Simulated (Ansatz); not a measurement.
## HgTe: from a starting cell to a relaxed one

The start is a generated trial cell of HgTe in the AFLOW prototype AB_hP12_194_af_bf (as in MoC). The structure is fully relaxed (lattice and positions, P = 0) with r2SCAN (plane waves to 500 eV, PAW, scalar-relativistic; Ansatz, a program for electronic structure). The first steps use a coarse 5×5×1 k-mesh.

Initial structure:
```
CELL_PARAMETERS angstrom
      4.71801     0.00000     0.00000
     -2.35901     4.08592     0.00000
      0.00000     0.00000    22.90038
ATOMIC_POSITIONS crystal
  Hg 0.00000 0.00000 0.25000
  Hg 0.00000 0.00000 0.75000
  Hg 0.33333 0.66667 0.58300
  Hg 0.66667 0.33333 0.08300
  Hg 0.66667 0.33333 0.41700
  Hg 0.33333 0.66667 0.91700
  Te 0.00000 0.00000 0.00000
  Te 0.00000 0.00000 0.50000
  Te 0.33333 0.66667 0.16600
  Te 0.66667 0.33333 0.66600
  Te 0.66667 0.33333 0.83400
  Te 0.33333 0.66667 0.33400
```

Question: How large is the pressure on the unrelaxed cell, and of which sign?

Answer: -7 GPa (negative: the cell is under tension).

Question: Which atoms feel the largest initial force, and how large is it?

Answer: About 0.2 eV/Å, on Te9, Te10, Te11, Te12 (atoms numbered as listed).

Question: How does the volume per atom move from start to end?

Answer: -22.4 %, from 36.79 to 28.53 Å³/atom.

Question: How do the shortest distances between atoms change?

Answer: The closest pairs of elements (up to four, under 3.6 Å), start → end: Hg–Te 3.32 → 3.02 Å.

Question: Is the relaxed structure metallic? Give its gap.

Answer: Zero (metallic).

Question: Give the final cell and atomic positions.

Answer: 
```cif
data_Hg6Te6
_chemical_formula_sum 'Hg6 Te6'
_space_group_name_H-M_alt 'P63/mmc'
_space_group_IT_number 194
_space_group_name_Hall '-P 6c 2c'
_cell_length_a 4.27082
_cell_length_b 4.27082
_cell_length_c 21.67370
_cell_angle_alpha 90.000
_cell_angle_beta 90.000
_cell_angle_gamma 120.000
loop_
_atom_site_label
_atom_site_type_symbol
_atom_site_symmetry_multiplicity
_atom_site_Wyckoff_symbol
_atom_site_fract_x
_atom_site_fract_y
_atom_site_fract_z
_atom_site_occupancy
Hg1 Hg 2 b 0.00000 0.00000 0.25000 1
Hg2 Hg 4 f 0.66667 0.33333 0.08203 1
Te1 Te 2 a 0.00000 0.00000 0.00000 1
Te2 Te 4 f 0.33333 0.66667 0.16224 1
```

The space group stays P6₃/mmc (No. 194) (the run could not lower it); the end is AFLOW prototype AB_hP12_194_af_bf (as in MoC), with 12 atoms in the primitive cell. Final values are on a 10×10×2 k-mesh of the relaxed cell. No spin polarisation in the result.

The run could not lose the symmetry of its start: the end is stationary, and may be a saddle point rather than a minimum.

The relaxed structure here is a generated cell of HgTe: the first start was made by placing the elements on the sites of a structure type, and the end was not matched to a known phase here, so it may be hypothetical. Known forms of HgTe include space group No. 216.
